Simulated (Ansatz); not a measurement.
# RbS$_{2}$Br in Ansatz, settings compared

Launch command:

```bash
ansatz run input.yaml --threads 1 --pin off --max-ram 2560MiB --backend cpu --events-out ev --progress --plain --runs-dir out
```

input.yaml:

```yaml
crystal:
  lattice:
    - [4.176687, 0.0, 0.0]
    - [-2.088344, 3.617129, 0.0]
    - [-2.088344, 1.205713, 7.772439]
  atoms:
    - { symbol: Rb, position: [0.0, 0.0, 0.0] }
    - { symbol: Br, position: [0.5, 0.5, 0.5] }
    - { symbol: S, position: [0.2324, 0.7676, 0.6972] }
    - { symbol: S, position: [0.7676, 0.2324, 0.3028] }
  symmetry: { tolerance: 0.0003 }
kpoints:
  mp_grid: { grid: [5, 5, 5], shift: [0, 0, 0] }
magnetization:
  spin_polarized: false
scf:
  occupations: { method: fermi_dirac, width: 0.0688 }
hamiltonian:
  pseudopotentials: { kind: paw }
  xc: pbe
basis:
  ecutwfc: 420
output:
  forces: true
  stress: true
  eigenvalues: true
```

Origin of the cell: a known structure type with other elements, at an estimated volume, so it need not be a known compound.

Output of this run (shortened):

```
Warning: crystal.lattice misses the space group found at crystal.symmetry.tolerance 3.0e-4 in a digit that the deck types, which is why this is a warning: making the lattice exact moves one o […]
Pseudopotentials: kind: paw
Pseudopotential: Rb, paw, valence charge 9, recommended cutoff 420 eV (normal), Rb.paw.azcp
Pseudopotential: Br, paw, valence charge 7, recommended cutoff 420 eV (normal), Br.paw.azcp
Pseudopotential: S, paw, valence charge 6, recommended cutoff 420 eV (normal), S.paw.azcp
Functional definition: PBE
  exchange = pbe_x(kappa = kappa, mu = beta*pi^2/3)
  correlation = pbe_c(beta = beta)
Crystal: 4 atoms, lattice volume = 117.423 Å³
Basis set: ecut = 420 eV, 2263 PW (Γ), exchange–correlation on 60×60×120 points (8 copies of the dense FFT grid, shifted against one another)
Bands: 18, of which v1, the nominal top of the filled ones, is band 14 counted from 1 (13 counted from 0)
Symmetry: 12 space group operations
[… 8 lines left out …]
Initial density: superposition of atomic densities (neutral atoms: chi_scale 0, normalization atom), corrected by the library's trained network
Functional: x = pbe(κ = 0.804, μ = 0.219515), c = pbe(β = 0.066725)
SCF iter   1: F=—  HF=-7853.407786 eV  Δρ=2.25e-3  dr2=1.07e-2
SCF iter   2: F=—  HF=-7853.405883 eV  Δρ=1.63e-3  dr2=6.13e-3
SCF iter   3: F=—  HF=-7853.405167 eV  Δρ=1.03e-3  dr2=3.79e-3
SCF iter   4: F=—  HF=-7853.404613 eV  Δρ=6.69e-4  dr2=9.42e-4
SCF iter   5: F=—  HF=-7853.404441 eV  Δρ=1.10e-4  dr2=2.03e-5
SCF iter   6: F=—  HF=-7853.404420 eV  Δρ=2.55e-5  dr2=1.01e-6
SCF iter   7: F=-7853.404420 eV  HF=-7853.404420 eV  Δρ=5.11e-6  dr2=6.10e-8
SCF 1 converged in 7 iterations: F = -7853.404420 eV  dr2 = 6.10e-8
SCF converged after 7 iterations
Free energy (F): -7853.404420 eV
Harris-Foulkes:  -7853.404420 eV  (|F-HF|=1.51e-8)
Internal energy: -7853.306848 eV  (E = F + TS)
E sigma→0 (E₀):  -7853.355634 eV
Entropy (-TS):   -0.097573 eV (-24.393 meV/atom)
Fermi energy:    4.421256 eV
--- Per-component energies (eV) ---
  E_band       = -108.857037
  E_kinetic    = 531.141780
  E_local      = -970.828985  (includes V_loc(G=0)·N_el)
  E_nonlocal   = 301.042791
  E_hartree    = 248.459525
  E_xc         = -583.622851
  E_vxc        = -408.128292  (∫ρ·V_xc dr)
  E_paw        = -6065.665513  (= ΣΔE_a)
  E_vpaw       = -59.000201  (= ΣTr[D̂ρ^β])
  E_aug_tail   = 0.000003  (compensation charges beyond the density's cutoff)
  E_ewald      = -1313.833597
  E_smearing   = -0.097573  (= −TS)
  Σ components = -7853.404420   (vs F -7853.404420, Δ=0.00e0)
--- Forces (eV/Å), atoms counted from 1 ---
  atom   1  Rb     0.000000     0.000000     0.000000
  atom   2  Br    -0.000000     0.000000     0.000000
  atom   3  S      0.000000    -0.000000    -0.301902
  atom   4  S     -0.000000     0.000000     0.301902
  max |Σ_I F_I| component: 5.55e-17 eV/Å
--- Stress (GPa, compression-positive) ---
        0.291827       0.000000       0.000000
        0.000000       0.291827      -0.000001
        0.000000      -0.000001      -2.100137
  P = ⅓ Tr σ = -0.5055 GPa (-5.055 kbar)
```

The same input was run again with these changes:

1. `kpoints.mp_grid.shift` [0, 0, 0] → [0.5, 0.5, 0.5]; `basis.ecutwfc` 420 → "14.7 Ry"; `hamiltonian.xc` pbe → r2scan
2. `basis.ecutwfc` 420 → "250 eV"; `scf.n_extra_bands` default → 32; `kpoints.mp_grid.shift` [0, 0, 0] → [0.5, 0.5, 0.5]
3. `scf.algorithm` default → direct_min
4. `scf.lower_state_search` default → light; `scf.n_extra_bands` default → 4

```json
{"run": "base", "end": "converged", "SCF iterations": "7", "P (GPa)": "-0.51", "max force component (eV/Å)": "0.302", "moment (μB)": "–", "ΔE(σ→0) (meV/atom)": "0"}
{"run": "1", "end": "converged", "SCF iterations": "8", "P (GPa)": "-0.97", "max force component (eV/Å)": "0.302", "moment (μB)": "–", "ΔE(σ→0) (meV/atom)": "–"}
{"run": "2", "end": "converged", "SCF iterations": "8", "P (GPa)": "-0.36", "max force component (eV/Å)": "0.318", "moment (μB)": "–", "ΔE(σ→0) (meV/atom)": "90.07"}
{"run": "3", "end": "converged", "SCF iterations": "8", "P (GPa)": "-0.51", "max force component (eV/Å)": "0.302", "moment (μB)": "–", "ΔE(σ→0) (meV/atom)": "0.00"}
{"run": "4", "end": "converged", "SCF iterations": "7", "P (GPa)": "-0.51", "max force component (eV/Å)": "0.302", "moment (μB)": "–", "ΔE(σ→0) (meV/atom)": "0.00"}
```

Energies are compared only where functional, datasets, charge and starting cell are the same.

Not properties of the system: run 1 (too coarse or loose: `basis.ecutwfc` = "14.7 Ry"), run 2 (too coarse or loose: `basis.ecutwfc` = "250 eV").

Caveats of the base run: the k mesh is coarse if the cell is a metal.

Run 1: the cutoff lies below the datasets' advice; the k mesh keeps only part of the crystal's symmetry.
Run 2: the cutoff lies below the datasets' advice; the k mesh keeps only part of the crystal's symmetry.

Time of the base run: 3.2 s on 1 thread of Arm Neoverse V1, with other jobs on the host, peak memory 0.35 GiB, from the program's own first density.
